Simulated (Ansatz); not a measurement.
## Ni: from a starting cell to a relaxed one

The start is a generated trial cell of Ni in the bcc structure type. The structure is fully relaxed (lattice and positions, P = 0) with r2SCAN (plane waves to 500 eV, PAW, scalar-relativistic; Ansatz, a quantum-chemistry and plane-wave program). The first steps use a coarse 16×16×16 k-mesh.

Initial structure:
```yaml
crystal:
  lattice:
    - [-1.39691, 1.39691, 1.39691]
    - [1.39691, -1.39691, 1.39691]
    - [1.39691, 1.39691, -1.39691]
  atoms:
    - { symbol: Ni, position: [0.00000, 0.00000, 0.00000] }
```
Spin-polarised start, with parallel moments on Ni.

Q: How large is the pressure on the unrelaxed cell, and of which sign?

A: -6.3 GPa (negative: the cell is under tension).

Q: By how much does the energy per atom fall from start to end?

A: 0.01 eV/atom.

Q: How do the shortest distances between atoms change?

A: The closest pairs of elements (up to four, under 3.6 Å), start → end: Ni–Ni 2.42 → 2.39 Å.

Q: What magnetic moments remain?

A: Net 0.62 μB/atom, ferromagnetic.

Q: Write out the relaxed structure.

A: 
Space group Im-3m (No. 229); a = 2.7652 Å, b = 2.7652 Å, c = 2.7652 Å, α = 90.00°, β = 90.00°, γ = 90.00°

```
atom  site  symmetry       x       y       z
----  ----  --------  ------  ------  ------
Ni      2a      m-3m  0.0000  0.0000  0.0000
```
(The calculation used a cell of 1 atom; values per cell refer to that cell.)

The space group stays Im-3m (No. 229) (the run could not lower it); the end is bcc (W type), with 1 atom in the primitive magnetic cell. Final values are on a 23×23×23 k-mesh of the relaxed cell. Spin state reached: ferromagnetic (net 0.62 μB/atom), from parallel starting moments; other spin orders were not run from this start. r2SCAN tends to overstate moments in metals.

The run could not lower the symmetry of its start; a shaken copy of this end point relaxes with r2SCAN to P6₃/mmc (No. 194), 0.07 eV/atom lower.

The relaxed structure here is a generated cell of Ni: the first start was made by placing the elements on the sites of a structure type, and the end was not matched to a known phase here, so it may be hypothetical. Known forms of Ni include space group No. 225.
